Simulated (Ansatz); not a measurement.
Simulated powder pattern, Cu Kα, λ = 1.54184 Å (kinematic, ideal powder, no thermal factors, no anomalous dispersion; the 30 strongest lines at most, above 1 %, up to 2θ = 90°):

| 2θ (°) | I/Imax (%) |
|---|---|
| 28.49 | 1.4 |
| 33.01 | 100 |
| 47.38 | 71 |
| 58.95 | 24 |
| 69.25 | 11 |
| 78.88 | 30 |
| 88.20 | 23 |

The pattern belongs to a structure relaxed with r²SCAN (plane waves, PAW; program Ansatz).

Question: Which compound is it?
A. MoW, rock salt
B. NbAg, rock salt
C. Ag, simple cubic
D. TiC, rock salt

Answer: B, NbAg, rock salt

Question: Give the lattice parameters.

Answer: a = 5.427 Å.

Space group Fm-3m (rock salt). The start of the workflow was typed in or built on a structure type; neither database checked (COD, Materials Project) lists it. Its standing as an ambient phase is unchecked. Symmetry was held in the r²SCAN relaxation. At this level the phase is mechanically unstable. The run is not spin-polarised. Its formation energy is positive at this level, so the cell may be metastable or incomplete.

Potentials: the earlier of the program's two PAW sets.
